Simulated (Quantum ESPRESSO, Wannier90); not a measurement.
## Tight-binding from DFT: InP (zinc blende)

```
CELL_PARAMETERS angstrom
      0.00000     2.95198     2.95198
      2.95198     0.00000     2.95198
      2.95198     2.95198     0.00000
ATOMIC_POSITIONS crystal
  In 0.00000 0.00000 0.00000
  P  0.75000 0.75000 0.75000
```

Structure: Materials Project mp-20351, symmetrised, not relaxed again. COD (Crystallography Open Database) has an entry of this formula and space group (matched by these alone). Computed values, not measurements, from PBEsol: Quantum ESPRESSO (norm-conserving PseudoDojo potentials, cutoff 56 Ry, spinors with spin-orbit coupling) on a Γ-centred 8×8×8 mesh, then Wannier90. Density: 10×10×10 mesh, Gaussian smearing 0.01 Ry.

Base run: 16 functions from bands 11-40 of the 40 computed, start hydrogen-like In: s;p; P: s;p, centres 0.05 Å off the atoms, frozen window up to 1.96 eV relative to the valence-band maximum, outer window open. Rows change the key named; with other orbitals the number of functions and the frozen window follow, as listed; window edges are relative to the valence-band maximum. The misfit compares interpolated bands with pw.x on a high-symmetry path, for states up to 1.5 eV relative to the valence-band maximum. Converged means that the tolerances were met: symmetric starts can stop on a saddle, which shows as a larger Ω_OD at equal Ω_I and can move the misfit too.

| setting | functions | frozen to (eV) | Ω_I (Å²) | Ω_D (Å²) | Ω_OD (Å²) | rms misfit (meV) | worst (meV) | ended |
|---|---|---|---|---|---|---|---|---|
| base | 16 | 1.96 | 23.42 | 0.06 | 3.59 | 5.1 | 45 | converged |

Q: Starting from this base row, predict which settings stop with an error, and how Ω_I and the misfit move in the others: only the lowest 18 of the kept bands; only the lowest 23 of the kept bands; only the lowest 26 of the kept bands; dis_num_iter = 20.

A: 
| setting | functions | frozen to (eV) | Ω_I (Å²) | Ω_D (Å²) | Ω_OD (Å²) | rms misfit (meV) | worst (meV) | ended |
|---|---|---|---|---|---|---|---|---|
| only the lowest 18 of the kept bands | 16 | 1.96 | 37.41 | 0.51 | 5.94 | 3.2 | 16 | converged |
| only the lowest 23 of the kept bands | 16 | 1.96 | 29.71 | 0.33 | 4.58 | 2.8 | 19 | converged |
| only the lowest 26 of the kept bands | 16 | 1.96 | 26.08 | 0.14 | 3.99 | 3.5 | 37 | converged |
| dis_num_iter = 20 | 16 | 1.96 | 24.02 | 0.04 | 3.68 | 6.8 | 58 | step limit |
